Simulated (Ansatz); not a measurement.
PbAu$_{2}$ (cubic Laves (MgCu2 type), Fd-3m) under volume change, DFT-LDA in the program Ansatz with PAW potentials, scaled uniformly.

| V (Å³/atom) | E − E(relaxed) (meV/atom) | P (GPa) |
|---|---|---|
| 18.541 | 74.2 | 14.36 |
| 19.152 | 30.7 | 8.61 |
| 19.764 | 7.2 | 3.88 |
| 20.375 | 0.0 | 0.00 |
| 20.986 | 6.3 | -3.20 |
| 21.597 | 23.7 | -5.84 |
| 22.209 | 50.3 | -8.01 |

**Question.** What does a third-order Birch–Murnaghan fit give for V₀, B₀ and B′?

**Answer.** V₀ = 20.37 Å³/atom, B₀ = 118 GPa, B′ = 5.5.

The first step of the workflow began from a Materials Project structure, measured or hypothetical; the Crystallography Open Database files this formula in space group No. 227, but the cells were not matched. Its standing as an ambient phase is unchecked. Symmetry was held in the LDA relaxation; of distortions, only those at the zone centre were tested, and some modes there are weakly imaginary. Spin–orbit coupling is left out wherever it is not named.

Potentials: the earlier of the program's two PAW sets.
